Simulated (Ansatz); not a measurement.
## Collinear states of MoS

Level of theory: Ansatz 0.2.0, DFT r2SCAN+U, scalar-relativistic, plane waves, PAW.

```
Mo S
1.0
     0.00000    2.97238    2.97238
     2.97238    0.00000    2.97238
     2.97238    2.97238    0.00000
Mo S
1 1
Direct
  0.00000 0.00000 0.00000
  0.25000 0.25000 0.25000
```

| Property | Result |
| --- | --- |
| plane-wave cutoff | 500 eV |
| Γ-centred k-mesh | 12×12×12 |
| occupation rule | Gaussian smearing, 0.1 eV |
| U_eff on Löwdin-orthogonalised atomic d orbitals | Mo 4.38 eV |
| list of starting moments (μB, in atom order) | 2 0 |
| check for lower electronic states after the SCF | asked for but not made |

All runs keep this geometry, which stands near equilibrium for the lowest state (largest force there 0.000 eV/Å, pressure 0.0 GPa; forces reach 0.62 eV/Å in another state) and needn't be a stable compound; relaxing each order would shift the differences by some 28 meV/atom, going by the pressures and a bulk modulus of about 150 GPa. A propagation vector, in units of the reciprocal vectors, doubles the cell, which takes an equally dense mesh. The large starts are 3.5 0 μB. The small starts are 0.5 0 μB. r2SCAN tends to overstate moments in metals. Site moments are spin moments in atom-centred spheres that scale with the neighbour distance. The states are those that the runs reached from these starts; a lower one can exist.

Q: Starts tried: no spin; ferromagnetic; large parallel starting moments; antiferromagnetic, doubled cell, propagation vector (0, 0, 1/2); antiferromagnetic, doubled cell, propagation vector (0, 1/2, 1/2); small parallel starting moments. Which state comes out lowest, and what are the moments?

A: The lowest state is ferromagnetic, reached from the start “ferromagnetic” and the start “large parallel starting moments” and the start “small parallel starting moments”, with site moments (μB) Mo +3.04, S -0.25.

```csv
start,ends,energy above lowest (meV/atom),site moments (μB),gap on mesh (eV),P (GPa)
no spin,non-magnetic,828,none over 0.05,1.57,-7.1
ferromagnetic,ferromagnetic,0.00,"Mo +3.04, S -0.25",metal,0.0
large parallel starting moments,ferromagnetic,0.00,"Mo +3.04, S -0.25",metal,0.0
"antiferromagnetic, doubled cell, propagation vector (0, 0, 1/2)",antiferromagnetic,69.1,"Mo +2.93, S -0.22, Mo -2.93, S +0.22",metal,-1.7
"antiferromagnetic, doubled cell, propagation vector (0, 1/2, 1/2)",antiferromagnetic,119,"Mo +2.89, Mo -2.89",metal,-2.1
small parallel starting moments,ferromagnetic,0.00,"Mo +3.04, S -0.25",metal,0.0
```

Cost: 6 runs of about 4.7 core-minutes in all, on Intel Xeon 6975P-C (Granite Rapids) (shared hosts).